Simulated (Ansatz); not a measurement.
A relaxed structure of CdTe. Space group P6₃mc (No. 186), wurtzite type. Calculation: PBEsol (plane waves to 420 eV, PAW, scalar-relativistic; Ansatz, an electronic-structure program).

```xyz
4
Lattice="4.5824 0.0000 0.0000 -2.2912 3.9685 0.0000 0.0000 0.0000 7.5153" Properties=species:S:1:pos:R:3 pbc="T T T"
Cd     0.0000     2.6456     0.4474
Cd     2.2912     1.3228     4.2051
Te     2.2912     1.3228     1.3910
Te     0.0000     2.6456     5.1486
```

**Question.** Give the band gap at the level PBEsol.

**Answer.** 0.69 eV, direct at Γ (no spin-orbit coupling).

No spin polarisation in the result. Spin-orbit coupling is missing; with elements this heavy it can move band edges by tenths of an eV or more.

It was reached from a disturbed copy of a Pm-3m (No. 221) cell (CsCl type), against which it lies -0.46 eV/atom.

The first start was generated by placing the elements on the sites of a structure type. Materials Project lists a structure of CdTe in the same space group, P6₃mc (No. 186); the sites were not compared with it, nor with measured phases. Known forms of CdTe include space group No. 216.
